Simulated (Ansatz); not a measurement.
Input:

Generalised stacking fault of MgS (rock salt) on the {110} plane. The cell below holds the perfect crystal with the plane normal along z; tilting its third vector by the shift puts one fault into each cell, between planes 1.84 Å apart, at fixed cell height.

```yaml
crystal:
  lattice:
    - [3.67917, 0.00000, 0.00000]
    - [0.00000, 5.20313, 0.00000]
    - [1.83958, 2.60157, 5.51875]
  atoms:
    - { symbol: S, position: [0.00000, 0.00000, 0.83333] }
    - { symbol: S, position: [0.33333, 0.33333, 0.16667] }
    - { symbol: S, position: [0.66667, 0.66667, 0.50000] }
    - { symbol: Mg, position: [0.33333, 0.83333, 0.16667] }
    - { symbol: Mg, position: [0.66667, 0.16667, 0.50000] }
    - { symbol: Mg, position: [0.00000, 0.50000, 0.83333] }
```

In-plane vectors a = (3.679, 0.000) Å, b = (0.000, 5.203) Å, area 19.14 Å². The shift is s times the vector a (length 3.679 Å), so s = 1 restores the start. Atoms relax along the normal only. γ = [E(shift) − E(0)] / area.

Computed with r2SCAN (plane waves to 500 eV, PAW, scalar-relativistic; Ansatz, a quantum-chemistry and plane-wave program). k mesh 8×8×8 (Γ-centred), Fermi-Dirac smearing 0.05 eV. Energies are extrapolated to zero smearing. Some relaxations began with atoms very close together and may have settled on another branch. Faults lie only 5.5 Å apart, and holding the cell height raises γ above its relaxed value. MgS was relaxed with its symmetry unable to fall. γ is measured from zero shift.

The scan covers s from 0.000 to 0.917 in 12 points.

Problem. At which s is γ highest?

Solution. s = 0.500.

Problem. Does γ have a local minimum between the ends of the line, and at which s?

Solution. No computed point is one.

Problem. What is the highest γ among twelve even steps of s?

Solution. 843 mJ/m².

(The slope of γ gives the shear force per area between the displaced halves; near zero shift its curvature is an elastic stiffness.)
